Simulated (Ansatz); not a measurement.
What DFT gives for Mg$_{2}$F

```yaml
crystal:
  lattice:
    - [3.01730, 0.00000, 0.00000]
    - [0.00000, 3.01730, 0.00000]
    - [0.00000, 0.00000, 8.78995]
  atoms:
    - { symbol: Mg, position: [0.25000, 0.25000, 0.75530] }
    - { symbol: Mg, position: [0.75000, 0.75000, 0.24470] }
    - { symbol: F, position: [0.25000, 0.25000, 0.36650] }
    - { symbol: F, position: [0.75000, 0.75000, 0.63350] }
    - { symbol: Mg, position: [0.25000, 0.25000, 0.07760] }
    - { symbol: Mg, position: [0.75000, 0.75000, 0.92240] }
```

Level: PBE, no spin polarisation; 420 eV; 11×11×4 Γ-centred mesh; methfessel-paxton occupations (width 0.2938 eV); Ansatz 0.2.0, fixed geometry.

- Stress: The pressure is 24.7 GPa (compression positive), so with the atoms held at these fractions the cell would first expand; the forces are large, so a full relaxation may end otherwise. The principal stresses 21.4, 26.3, 26.3 GPa differ, so its shape would change too.
- Charges: Bader charges in e: Mg +1.29 to +1.47, F -0.96. In the mean Mg gives up most and F takes most. There are 8 density maxima away from the nuclei.
- Formation energy: -0.72 eV an atom against the elements' usual phases (free molecules for gases, crystals otherwise, with no correction for O₂ or N₂), so it is bound against them; other compounds may still compete. Relaxing would lower it.
- At the Fermi level: It is a metal, with about 1.2 states/eV a cell as the mean within 0.25 eV of the Fermi level.

Origin: a known structure type with other elements, at an estimated volume, so it need not be a known compound. Caveats: atoms or cell far from equilibrium; wide smearing.
